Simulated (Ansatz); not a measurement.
A relaxed cell of C (P6₃/mmc (No. 194)), relaxed on a k-mesh at least as fine as the one used below. Method: r2SCAN (plane waves to 500 eV, PAW, scalar-relativistic; Ansatz, a quantum-chemistry and plane-wave program). Γ-centred k-mesh 15×15×14 on the run's cell (coarser than for final values), Fermi–Dirac smearing 0.05 eV.

```yaml
crystal:
  lattice:
    - [2.49977, 0.00000, 0.00000]
    - [-1.24989, 2.16487, 0.00000]
    - [0.00000, 0.00000, 2.24879]
  atoms:
    - { symbol: C, position: [0.33333, 0.66667, 0.25000] }
    - { symbol: C, position: [0.66667, 0.33333, 0.75000] }
```

The atoms are displaced along an unstable phonon of this cell by (Å):

| atom | ux | uy | uz |
|---|---|---|---|
| C1 | 0.000 | 0.000 | 0.150 |
| C2 | 0.000 | 0.000 | -0.150 |

Q: What forces (eV/Å) and pressure result?

A: 
```
atom    Fx    Fy     Fz
----  ----  ----  -----
C1    0.00  0.00   6.87
C2    0.00  0.00  -6.87
```

Pressure +1.3 GPa.

Q: Estimate the energy cost of the displacement in the harmonic approximation and compare with the calculation.

A: For a harmonic well ΔE = −½ Σ F·u = -1.030 eV a cell, or -515 meV/atom. The calculated energy relative to the undisplaced cell is -0.59 eV/atom, so anharmonic terms matter at this amplitude.

The undisplaced cell is probably no minimum: from this displacement the run went on to P6/mmm (No. 191), 3.44 eV/atom below it.

No spin polarisation in the result.

The relaxed structure here is a generated cell of C: the first start was made by placing the elements on the sites of a structure type, and the end was not matched to a known phase here, so it may be hypothetical. A known form of C has the same space group but another cell.
